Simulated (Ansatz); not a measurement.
An Ansatz (an electronic-structure program) run. Input:

Ansatz 0.2 input:
```yaml
crystal:
  lattice:
    - [0.0, 1.910210345, 1.910210345]
    - [1.910210345, 0.0, 1.910210345]
    - [1.910210345, 1.910210345, 0.0]
  atoms:
    - { symbol: Os, position: [0.0, 0.0, 0.0] }
kpoints:
  mp_grid: { grid: [24, 24, 24] }
hamiltonian:
  xc: pbesol
  pseudopotentials: { azcp: { folder: ./paw }, kind: paw }
scf:
  occupations: { method: fermi_dirac, width: 0.1 }
phonons:
  method: dfpt
  response_accuracy: low
  qmesh: [6, 6, 6]
  interpolated_qmesh: [24, 24, 24]
  dielectric: false
  rigid_motions: translations
  temperatures: { t_max: 1000, t_step: 50 }
  qpath:
    path:
      - [[0.0, 0.0, 0.0], [0.5, 0.0, 0.5], [0.625, 0.25, 0.625]]  # Γ-X-U
      - [[0.375, 0.375, 0.75], [0.0, 0.0, 0.0], [0.5, 0.5, 0.5], [0.5, 0.25, 0.75], [0.5, 0.0, 0.5]]  # K-Γ-L-W-X
    npoints: 13
```

Output (shortened):

```
Pseudopotentials: kind: paw
Pseudopotential: Os, paw, valence charge 16
Functional definition: PBEsol
Crystal: 1 atoms, lattice volume = 13.940 Å³
Basis set: ecut = 420 eV, 283 PW (Γ), exchange–correlation on 40×40×40 points (8 copies of the dense FFT grid, shifted against one another)
Bands: 12, of which v1, the nominal top of the filled ones, is band 8 counted from 1 (7 counted from 0)
Symmetry: 48 space group operations
k-points: 413 of 13824
PAW frozen core: Os, regenerated for the run's functional, and the local potential with it
Initial density: superposition of atomic densities (chi_scale 0.1, normalization cell)
Initial wavefunctions: pseudopotential atomic-orbital guess
Eigensolver: davidson
Functional: x = pbesol(κ = 0.804, μ = 0.12345679012345678), c = pbesol(β = 0.046)
SCF iter   1: F=—  HF=-11252.368675 eV  |F-HF|=—  |Δ(HF+E_count)|=         —  Δρ=6.12e-2  dr2=4.49e-1  ethr=3.10e-3  ⟨swp⟩=5.0  Hψ=24948  notcnv=0
all-band conjugate gradients solve this SCF's bands
preconditioner: auto → none
SCF iter   2: F=—  HF=-11252.199204 eV  |F-HF|=—  |Δ(HF+E_count)|=   1.69e-1  Δρ=1.67e-2  dr2=1.19e-2  ethr=2.81e-3  ⟨swp⟩=2.9  Hψ=11590  notcnv=0
SCF iter   3: F=—  HF=-11252.197822 eV  |F-HF|=—  |Δ(HF+E_count)|=   1.38e-3  Δρ=7.01e-3  dr2=2.01e-3  ethr=7.42e-5  ⟨swp⟩=1.0  Hψ=4959  notcnv=0
SCF iter   4: F=—  HF=-11252.197679 eV  |F-HF|=—  |Δ(HF+E_count)|=   1.43e-4  Δρ=2.35e-4  dr2=1.60e-6  ethr=1.25e-5  ⟨swp⟩=1.0  Hψ=4956  notcnv=0
SCF iter   5: F=—  HF=-11252.197689 eV  |F-HF|=—  |Δ(HF+E_count)|=   1.01e-5  Δρ=4.33e-5  dr2=5.47e-8  ethr=1.00e-8  ⟨swp⟩=2.1  Hψ=8239  notcnv=0
SCF iter   6: F=—  HF=-11252.197689 eV  |F-HF|=—  |Δ(HF+E_count)|=   2.12e-8  Δρ=6.49e-6  dr2=1.56e-9  ethr=3.42e-10  ⟨swp⟩=2.5  Hψ=7603  notcnv=0
SCF iter   7: F=—  HF=-11252.197689 eV  |F-HF|=—  |Δ(HF+E_count)|=  9.06e-10  Δρ=6.93e-7  dr2=1.59e-11  ethr=9.78e-12  ⟨swp⟩=2.6  Hψ=8200  notcnv=0
SCF iter   8: F=-11252.197689 eV  HF=-11252.197689 eV  |F-HF|=7.28e-12  |Δ(HF+E_count)|=  1.27e-11  Δρ=1.59e-8  dr2=1.06e-14  ethr=1.00e-12  ⟨swp⟩=4.7  Hψ=17320  notcnv=0
SCF 1 converged in 8 iterations: F = -11252.197689 eV  dr2 = 1.06e-14
NSCF: frozen V_eff on 413 k-points
NSCF: frozen V_eff on 1063 k-points
DFPT response loops at q = (0, 0, 0) (fractional): preconditioner auto → Kerker (q_TF=auto, 2.792 Å⁻¹) (partly filled bands, converged f_vac=0.000) …
NSCF: frozen V_eff on 14400 k-points
DFPT response loops at q = (0, 0, 0.16666666666666666) (fractional): mixed as the last ones told, above
NSCF: frozen V_eff on 14400 k-points
DFPT response loops at q = (0, 0, 0.3333333333333333) (fractional): mixed as the last ones told, above
NSCF: frozen V_eff on 7228 k-points
DFPT response loops at q = (0, 0, -0.5) (fractional): mixed as the last ones told, above
NSCF: frozen V_eff on 7512 k-points
DFPT response loops at q = (0, 0.16666666666666666, 0.16666666666666666) (fractional): mixed as the last ones told, above
NSCF: frozen V_eff on 27648 k-points
DFPT response loops at q = (0, 0.16666666666666666, 0.3333333333333333) (fractional): mixed as the last ones told, above
phonons.qmesh, q = [0.0000, 0.1667, 0.3333]: its response loops start from zero, take more passes and end by a threshold …
NSCF: frozen V_eff on 27648 k-points
DFPT response loops at q = (0, 0.16666666666666666, -0.5) (fractional): mixed as the last ones told, above
phonons.qmesh, q = [0.0000, 0.1667, -0.5000]: its response loops start from zero, take more passes and end by a threshold …
NSCF: frozen V_eff on 27648 k-points
DFPT response loops at q = (0, 0.16666666666666666, -0.33333333333333337) (fractional): mixed as the last ones told, above
phonons.qmesh, q = [0.0000, 0.1667, -0.3333]: its response loops start from zero, take more passes and end by a threshold …
NSCF: frozen V_eff on 14400 k-points
DFPT response loops at q = (0, 0.16666666666666666, -0.16666666666666663) (fractional): mixed as the last ones told, above
NSCF: frozen V_eff on 7512 k-points
DFPT response loops at q = (0, 0.3333333333333333, 0.3333333333333333) (fractional): mixed as the last ones told, above
NSCF: frozen V_eff on 27648 k-points
DFPT response loops at q = (0, 0.3333333333333333, -0.5) (fractional): mixed as the last ones told, above
phonons.qmesh, q = [0.0000, 0.3333, -0.5000]: its response loops start from zero, take more passes and end by a threshold …
NSCF: frozen V_eff on 14400 k-points
DFPT response loops at q = (0, 0.3333333333333333, -0.33333333333333337) (fractional): mixed as the last ones told, above
NSCF: frozen V_eff on 3926 k-points
DFPT response loops at q = (0, -0.5, -0.5) (fractional): mixed as the last ones told, above
NSCF: frozen V_eff on 14400 k-points
DFPT response loops at q = (0.16666666666666666, 0.3333333333333333, -0.5) (fractional): mixed as the last ones told, above
NSCF: frozen V_eff on 27648 k-points
DFPT response loops at q = (0.16666666666666666, 0.3333333333333333, -0.33333333333333337) (fractional): mixed as the last ones told, above
phonons.qmesh, q = [0.1667, 0.3333, -0.3333]: its response loops start from zero, take more passes and end by a threshold …
NSCF: frozen V_eff on 7512 k-points
DFPT response loops at q = (0.16666666666666666, -0.5, -0.33333333333333337) (fractional): mixed as the last ones told, above
SCF converged after 8 iterations
Free energy (F): -11252.197689 eV
Harris-Foulkes:  -11252.197689 eV  (|F-HF|=7.28e-12)
Internal energy: -11252.170137 eV  (E = F + TS)
E sigma→0 (E₀):  -11252.183913 eV
Entropy (-TS):   -0.027552 eV (-27.552 meV/atom)
Fermi energy:    25.827674 eV
--- Per-component energies (eV) ---
  E_band       = -65.819028
  E_kinetic    = 492.545761
  E_local      = -909.944160  (includes V_loc(G=0)·N_el)
  E_nonlocal   = 199.339154
  E_hartree    = 325.305453
  E_xc         = -232.818270
  E_vxc        = -246.280761  (∫ρ·V_xc dr)
  E_paw        = -8914.888607  (= ΣΔE_a)
  E_vpaw       = -252.090359  (= ΣTr[D̂ρ^β])
  E_aug_tail   = 0.000432  (compensation charges beyond the density's cutoff)
  E_ewald      = -2211.957898
  E_core_change = 0.247998  (= ΣΔE_core)
  E_smearing   = -0.027552  (= −TS)
  E_closure    = 0.000000  (closes the sum)
  Σ components = -11252.197689   (vs F -11252.197689, Δ=0.00e0)
  [band-id]    e_kinetic+e_local+e_nonlocal+2·e_hartree+e_vxc+e_vpaw+e_augmentation_tail = -65.819027   (vs E_band -65.819028, Δ=8.42e-7)
--- Band table (eV; the first three rows and the last of 413) ---
  k-point 0: bands = ["-60.6838", "-19.4927", "-19.4927", "-19.4927", "14.9169", "22.7987", "22.7987", "22.7987", "25.8972", "25.8972", "39.1416", "44.8627"]
  k-point 1: bands = ["-60.6820", "-19.5126", "-19.4954", "-19.4954", "15.0003", "22.7463", "22.8368", "22.8368", "25.8676", "25.8676", "39.2963", "44.4735"]
  k-point 2: bands = ["-60.6769", "-19.5707", "-19.5030", "-19.5030", "15.2451", "22.6022", "22.9432", "22.9432", "25.7915", "25.7915", "39.7386", "43.5945"]
  k-point 412: bands = ["-60.5472", "-20.2192", "-20.2192", "-19.9103", "19.9734", "21.6231", "21.6231", "25.0010", "29.0536", "35.3041", "36.0097", "36.0097"]
  band table: 12 of 12 bands, residual norms ≤ 1.0e-3 eV
--- Phonons (Γ-DFPT): 1 representative perturbation + reference (Σ response iterations 2) ---
  ASR residual: 6.565e-4 → 0.000e0 eV/Å²; symmetrization residual: 1.743e-12 eV/Å²
  ASR residual per site (eV/Å²): 6.56e-4
  Γ frequencies (cm⁻¹): 0.00 0.00 0.00
  non-analytic LO–TO correction: not included (Born effective charges unavailable; polar crystals …
--- Phonons (arbitrary-q DFPT): 16 irreducible q on the 6×6×6 mesh ---
  q = [0.0000, 0.0000, 0.0000] (star 1, of the zone-centre solve; hermiticity 3.21e-10, symmetrization 2.66e-9):  0.00  0.00 0.00
  q = [0.0000, 0.0000, 0.1667] (star 8, 1 solved perturbation on 7200 of 13824 k-point pairs; hermiticity 1.24e-13, symmetrization 1.65e-13): 76.25 76.25 140.42
  q = [0.0000, 0.0000, 0.3333] (star 8, 1 solved perturbation on 7200 of 13824 k-point pairs; hermiticity 8.20e-14, symmetrization 6.48e-14): 113.16 113.16 183.93
  q = [0.0000, 0.0000, -0.5000] (star 4, 1 solved perturbation on 3614 of 13824 k-point pairs; hermiticity 8.23e-8, symmetrization 4.12e-8): 109.96 109.96 176.47
  q = [0.0000, 0.1667, 0.1667] (star 6, 2 solved perturbations in 5784 linear systems a pass and spin channel, the states on 3756 of 13824 k-point pairs; hermiticity 3.81e-14, symmetrization 6.80e-14): 100.28 100.28 141.95
  q = [0.0000, 0.1667, 0.3333] (star 24, 2 solved perturbations in 21024 linear systems a pass and spin channel, the states on 13824 of 13824 k-point pairs; hermiticity 1.20e-6, symmetrization 5.50e-14): 119.97 137.52 184.61
  q = [0.0000, 0.1667, -0.5000] (star 24, 2 solved perturbations in 21024 linear systems a pass and spin channel, the states on 13824 of 13824 k-point pairs; hermiticity 6.24e-6, symmetrization 2.76e-14): 121.42 147.32 162.60
  q = [0.0000, 0.1667, -0.3333] (star 24, 2 solved perturbations in 21024 linear systems a pass and spin channel, the states on 13824 of 13824 k-point pairs; hermiticity 7.80e-6, symmetrization 3.47e-14): 139.40 139.99 168.43
  q = [0.0000, 0.1667, -0.1667] (star 12, 2 solved perturbations in 10956 linear systems a pass and spin channel, the states on 7200 of 13824 k-point pairs; hermiticity 1.69e-14, symmetrization 7.07e-14): 108.79 133.94 172.71
  q = [0.0000, 0.3333, 0.3333] (star 6, 2 solved perturbations in 5784 linear systems a pass and spin channel, the states on 3756 of 13824 k-point pairs; hermiticity 1.12e-15, symmetrization 6.59e-14): 131.19 131.19 195.87
  q = [0.0000, 0.3333, -0.5000] (star 24, 2 solved perturbations in 21024 linear systems a pass and spin channel, the states on 13824 of 13824 k-point pairs; hermiticity 5.42e-6, symmetrization 6.28e-14): 129.13 131.05 157.81
  q = [0.0000, 0.3333, -0.3333] (star 12, 2 solved perturbations in 10956 linear systems a pass and spin channel, the states on 7200 of 13824 k-point pairs; hermiticity 1.72e-14, symmetrization 5.45e-14): 149.41 155.94 170.77
  q = [0.0000, -0.5000, -0.5000] (star 3, 2 solved perturbations in 3026 linear systems a pass and spin channel, the states on 1963 of 13824 k-point pairs; hermiticity 3.03e-14, symmetrization 1.84e-13): 120.44 124.29 124.29
  q = [0.1667, 0.3333, -0.5000] (star 24, 3 solved perturbations on 7200 of 13824 k-point pairs; hermiticity 2.84e-7, symmetrization 2.16e-14): 140.51 148.29 174.77
  q = [0.1667, 0.3333, -0.3333] (star 24, 2 solved perturbations in 20760 linear systems a pass and spin channel, the states on 13824 of 13824 k-point pairs; hermiticity 2.10e-5, symmetrization 5.35e-14): 135.97 160.35 161.84
  q = [0.1667, -0.5000, -0.3333] (star 12, 3 solved perturbations on 3756 of 13824 k-point pairs; hermiticity 1.14e-13, symmetrization 1.01e-13): 126.52 135.91 155.56
  sum rule: each row above includes the acoustic sum rule's correction from the zone centre's row sums; it moved no ω² by more than (0.97 cm⁻¹)²
  mesh force constants: q→R imaginary residual 1.25e-16; ASR residual 6.565e-4 → 0.000e0 eV/Å²; symmetrization residual 1.954e-14 eV/Å²
  interpolated dispersion: 80 rows × 3 modes
  density of states and harmonic sums: on the 24×24×24 q-mesh, interpolated from the force constants of a 6×6×6 supercell (no non-analytic term)
  largest difference from the sums on the solved wave vectors: F 3.59e-3 eV, S 4.77e-6 and C_V 1.18e-6 eV/K
  zero-point energy: 0.026631 eV/cell   skipped modes (ω ≤ 0): 3   left out of the sums: 7.23e-5 of the cell's modes …
```

Cost: about 40 core-minutes (a rough figure) on shared cores.

Space group Fm-3m (fcc (Cu type)). The workflow started from an entry of the Crystallography Open Database (COD), which files this formula under 2 space groups. It is not the phase usual at ambient conditions (space group No. 194). Symmetry was held in the PBEsol relaxation. No spin polarisation was allowed. As this level gives no gap, phonon frequencies hold no LO–TO term and depend on the k-mesh and smearing (Fermi–Dirac, 0.1 eV here). Spin–orbit coupling is left out wherever it is not named.

Potentials: the earlier of the program's two PAW sets. The files were generated under PBE; for other functionals the program regenerates the frozen cores, and for LDA and PBEsol the local potential too.

Ansatz is a plane-wave DFT program.
